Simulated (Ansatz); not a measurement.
Input file for Ansatz (a quantum-chemistry and plane-wave program):

Ansatz 0.2 input:
```yaml
crystal:
  lattice:
    - [4.1168640857, 0.0, 0.0]
    - [0.0, 4.1168640857, 0.0]
    - [0.0, 0.0, 4.0985562986]
  atoms:
    - { symbol: Ba, position: [0.0, 0.0, 0.0] }
    - { symbol: Nb, position: [0.5, 0.5, 0.5] }
    - { symbol: N, position: [0.5, 0.5, 0.0] }
    - { symbol: O, position: [0.0, 0.5, 0.5] }
    - { symbol: O, position: [0.5, 0.0, 0.5] }
kpoints:
  mp_grid: { grid: [6, 6, 6] }
hamiltonian:
  xc: r2scan
  pseudopotentials: { kind: paw }
scf:
  occupations: { method: fixed }
output:
  optics: { e_range: [0.0, 15.0], de: 0.05, sigma: 0.1, bands: { spectra_wanted_up_to: 12 eV } }
```

Output (shortened):

```
output.optics: the spectra are integrated over the Brillouin zone by k·p interpolation around the k-points, where levels, occupations, output.optics.sigma and …
Pseudopotential: Ba, paw, valence charge 10
Pseudopotential: Nb, paw, valence charge 13
Pseudopotential: N, paw, valence charge 5
Pseudopotential: O, paw, valence charge 6
Functional definition: r2SCAN
Crystal: 5 atoms, lattice volume = 69.465 Å³
Basis set: ecut = 500 eV, 1791 PW (Γ), exchange–correlation on 128×128×120 points (64 copies of the dense FFT grid, shifted against one another)
Bands: 25, of which v1, the nominal top of the filled ones, is band 20 counted from 1 (19 counted from 0)
Symmetry: 16 space group operations
Space group: P4/mmm (ITA 123), of the structure as read, at distance tolerance 4.1e-5 Å
k-points: 40 of 216
SCF iter   1: F=—  HF=-12057.138256 eV  |F-HF|=—  |Δ(HF+E_count)|=         —  Δρ=2.14e-2  dr2=4.84e-1  dr2_τ=3.14e-1  ethr=1.77e-3  ⟨swp⟩=4.9  Hψ=3948  notcnv=0  defer=89
preconditioner: auto → Resta (q_TF=auto, 2.489 Å⁻¹)
SCF iter   2: F=—  HF=-12057.156319 eV  |F-HF|=—  |Δ(HF+E_count)|=   1.81e-2  Δρ=9.36e-3  dr2=2.89e-2  dr2_τ=3.14e-2  ethr=1.21e-3  ⟨swp⟩=2.6  Hψ=1937  notcnv=0  defer=82
SCF iter   3: F=—  HF=-12057.154051 eV  |F-HF|=—  |Δ(HF+E_count)|=   2.27e-3  Δρ=3.82e-3  dr2=5.86e-3  dr2_τ=5.77e-4  ethr=7.22e-5  ⟨swp⟩=2.2  Hψ=1578  notcnv=0  defer=111
SCF iter   4: F=—  HF=-12057.153477 eV  |F-HF|=—  |Δ(HF+E_count)|=   5.74e-4  Δρ=1.22e-3  dr2=6.62e-4  dr2_τ=1.03e-4  ethr=1.47e-5  ⟨swp⟩=2.5  Hψ=1550  notcnv=0  defer=115
SCF iter   5: F=—  HF=-12057.153448 eV  |F-HF|=—  |Δ(HF+E_count)|=   2.90e-5  Δρ=3.54e-4  dr2=5.55e-5  dr2_τ=1.44e-5  ethr=1.66e-6  ⟨swp⟩=2.0  Hψ=1584  notcnv=0  defer=115
SCF iter   6: F=—  HF=-12057.153454 eV  |F-HF|=—  |Δ(HF+E_count)|=   5.53e-6  Δρ=9.22e-5  dr2=5.34e-6  dr2_τ=5.48e-7  ethr=1.39e-7  ⟨swp⟩=2.0  Hψ=1606  notcnv=0  defer=44
SCF iter   7: F=—  HF=-12057.153454 eV  |F-HF|=—  |Δ(HF+E_count)|=   1.57e-7  Δρ=2.87e-5  dr2=6.26e-7  dr2_τ=6.50e-8  ethr=1.33e-8  ⟨swp⟩=2.0  Hψ=1593  notcnv=0  defer=41
SCF iter   8: F=—  HF=-12057.153455 eV  |F-HF|=—  |Δ(HF+E_count)|=   9.65e-7  Δρ=5.58e-6  dr2=2.43e-8  dr2_τ=5.72e-10  ethr=1.57e-9  ⟨swp⟩=2.1  Hψ=1384  notcnv=0  defer=40
SCF iter  10: F=-12057.153455 eV  HF=-12057.153455 eV  |F-HF|=3.64e-12  |Δ(HF+E_count)|=  9.09e-12  Δρ=1.09e-7  dr2=7.96e-12  dr2_τ=1.51e-12  ethr=1.00e-12  ⟨swp⟩=9.2  Hψ=5495  notcnv=0
SCF 1 converged in 10 iterations: F = -12057.153455 eV  dr2 = 7.96e-12
NSCF: frozen V_eff on 40 k-points
Optics k sum: 0 of 40 k-points
Optics k sum: 2 of 40 k-points
Optics k sum: 4 of 40 k-points
Optics k sum: 6 of 40 k-points
Optics k sum: 8 of 40 k-points
Optics k sum: 10 of 40 k-points
Optics k sum: 12 of 40 k-points
Optics k sum: 14 of 40 k-points
Optics k sum: 16 of 40 k-points
Optics k sum: 18 of 40 k-points
Optics k sum: 20 of 40 k-points
Optics k sum: 22 of 40 k-points
Optics k sum: 24 of 40 k-points
Optics k sum: 26 of 40 k-points
Optics k sum: 28 of 40 k-points
Optics k sum: 30 of 40 k-points
Optics k sum: 32 of 40 k-points
Optics k sum: 34 of 40 k-points
Optics k sum: 36 of 40 k-points
Optics k sum: 38 of 40 k-points
Optics k sum: 40 of 40 k-points
Optics k sum: 0 of 40 k-points
Optics k sum: 2 of 40 k-points
Optics k sum: 4 of 40 k-points
Optics k sum: 6 of 40 k-points
Optics k sum: 8 of 40 k-points
Optics k sum: 10 of 40 k-points
Optics k sum: 12 of 40 k-points
Optics k sum: 14 of 40 k-points
Optics k sum: 16 of 40 k-points
Optics k sum: 18 of 40 k-points
Optics k sum: 20 of 40 k-points
Optics k sum: 22 of 40 k-points
Optics k sum: 24 of 40 k-points
Optics k sum: 26 of 40 k-points
Optics k sum: 28 of 40 k-points
Optics k sum: 30 of 40 k-points
Optics k sum: 32 of 40 k-points
Optics k sum: 34 of 40 k-points
Optics k sum: 36 of 40 k-points
Optics k sum: 38 of 40 k-points
Optics k sum: 40 of 40 k-points
output.optics: what the bands over the 43 summed would add to eps1, eps2 and the energy-loss function is held between a lower and an upper bound (12 Lanczos …
SCF converged after 10 iterations
Free energy (F): -12057.153455 eV
Harris-Foulkes:  -12057.153455 eV  (|F-HF|=3.64e-12)
Internal energy: -12057.153455 eV  (E = F + TS)
E sigma→0 (E₀):  -12057.153455 eV
Fermi energy:    12.065450 eV
--- Per-component energies (eV) ---
  E_band       = -122.512757
  E_kinetic    = 1047.035740
  E_local      = -1972.970827  (includes V_loc(G=0)·N_el)
  E_nonlocal   = 309.416110
  E_hartree    = 685.641095
  E_xc         = -536.591067
  E_vxc        = -684.012857  (∫ρ·V_xc dr)
  E_paw        = -8788.089643  (= ΣΔE_a)
  E_vpaw       = -233.449222  (= ΣTr[D̂ρ^β])
  E_aug_tail   = 0.002088  (compensation charges beyond the density's cutoff)
  E_vtau       = 40.184005  (kinetic-family band-sum trace: ∫τ·v_τ [+ j·A + Jᵃ·Aᵃ] dr)
  E_ewald      = -2801.381490
  E_core_change = -0.215461  (= ΣΔE_core)
  E_smearing   =  0.000000  (= −TS)
  E_closure    = 0.000000  (closes the sum)
  Σ components = -12057.153455   (vs F -12057.153455, Δ=0.00e0)
  [band-id]    e_kinetic+e_local+e_nonlocal+2·e_hartree+e_vxc+e_vpaw+e_augmentation_tail+e_vtau = -122.512774   (vs E_band -122.512757, Δ=-1.67e-5)
--- Band table (eV; the first three rows and the last of 40) ---
  k-point 0: bands = ["-45.6273", "-21.0506", "-21.0506", "-20.7561", "-14.9639", "-7.5747", "-7.3755", "-1.7777", "0.1610", "0.2717", "0.2717", "8.2102", "8.2102", "8.8050", "8.9324", "9.2367", "9.2367", "11.6519", "11.6519", "12.0655", "12.2949", "12.4446", …
  k-point 1: bands = ["-45.6271", "-21.0496", "-21.0496", "-20.7734", "-14.9388", "-7.6480", "-7.3700", "-1.5069", "0.2134", "0.3018", "0.3018", "8.0920", "8.0920", "8.5526", "8.7665", "9.1687", "9.1687", "10.6931", "10.7433", "10.7433", "12.3399", "13.7319", …
  k-point 2: bands = ["-45.6265", "-21.0476", "-21.0476", "-20.8076", "-14.8877", "-7.7935", "-7.3590", "-0.8787", "0.3183", "0.3636", "0.3636", "7.8212", "7.8212", "7.8841", "8.4678", "8.9235", "9.1317", "9.1317", "9.9534", "9.9534", "12.4339", "15.3727", …
  k-point 39: bands = ["-45.6229", "-21.1635", "-21.1635", "-20.8126", "-14.7705", "-6.6395", "-6.6395", "-0.5157", "-0.5095", "-0.3251", "-0.3251", "5.3428", "5.6264", "7.2792", "7.3265", "7.8354", "7.8354", "9.8685", "11.6198", "11.6198", "15.8321", …
```

Cost: around 120 core-seconds (rough) on shared cores.

The first step of the workflow began from a Materials Project structure, measured or hypothetical; the Crystallography Open Database copy checked does not list it. With N and O taken as one species the cell has the higher symmetry Pm-3m, so it may be an ordered model of a mixed-site phase. Its standing as an ambient phase is unchecked. The cell was relaxed with r²SCAN under the symmetry of its start. At this level the phase is dynamically unstable (imaginary phonons). The run is not spin-polarised. Scalar-relativistic: spin–orbit coupling is off unless named, which matters more the heavier the elements.

Potentials: the later of the program's two PAW sets.

Ansatz is a plane-wave DFT program.
